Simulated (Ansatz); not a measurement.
A geometry of NbRu away from equilibrium: step 12 of the relaxation of a generated trial cell of NbRu in the AFLOW prototype AB_hP4_186_b_b (B4, as in ZnS). All values below come from PBEsol (plane waves to 420 eV, PAW, scalar-relativistic; Ansatz, a program for electronic structure). Γ-centred k-mesh 11×11×6 on the run's cell (coarser than for final values), Fermi–Dirac smearing 0.05 eV.

```xyz
4
Lattice="4.2119 0.0000 0.0000 -2.1059 3.6476 0.0000 0.0000 0.0000 5.1793" Properties=species:S:1:pos:R:3:forces:R:3 pbc="T T T" free_energy=-20620.891 pressure_GPa=2.6
Nb     2.1059     1.2159     0.3242    0.0000    0.0000    0.0000
Nb     0.0000     2.4317     2.9138    0.0000    0.0000    0.0000
Ru     2.1059     1.2159     2.9138    0.0000    0.0000    0.0000
Ru     0.0000     2.4317     0.3242    0.0000    0.0000    0.0000
```

Positions in Å, forces in eV/Å, free energy of the cell in eV (comparable only within this code, potentials and settings). Largest force: all forces are below 0.005 eV/Å; the geometry lies 0.01 eV/atom above the end of its relaxation.

No spin polarisation in the result.

The run could not lose the symmetry of its start, so the end can be a saddle point.

The end of the path is a generated cell of NbRu: the first start was made by placing the elements on the sites of a structure type, and the end was not matched to a known phase here, so it may be hypothetical.
